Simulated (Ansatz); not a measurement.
GaP, in the lowest among the structures calculated here: F-43m (No. 216), cF8, zinc blende type; a = 5.506 Å, b = 5.506 Å, c = 5.506 Å, α = 90.00°, β = 90.00°, γ = 90.00°; P 4d (0.750, 0.750, 0.750); Ga 4a (0.000, 0.000, 0.000). The numbers are results of PBE (plane waves to 420 eV, PAW, scalar-relativistic; Ansatz, a first-principles code), not measurements. Element references, the lowest calculated here: P (Cmce), Ga (Cmce).

Total energies (eV/atom, σ → 0; comparable only within this code, potentials and settings):

```tsv
phase	E (eV/atom)
GaP (F-43m)	-2269.782
P (Cmce)	-755.673
Ga (Cmce)	-3783.026
```

Problem. What is the formation energy of this F-43m form of GaP from the elements?

Solution. E_f = -2269.782 − [1 × (-3783.026) + 1 × (-755.673)] / 2 = -0.43 eV/atom (-0.9 eV per formula unit).

Static energies, no anion corrections, no zero-point energy. Values are rounded to 0.01 eV/atom. The compounds carry no spin polarisation.
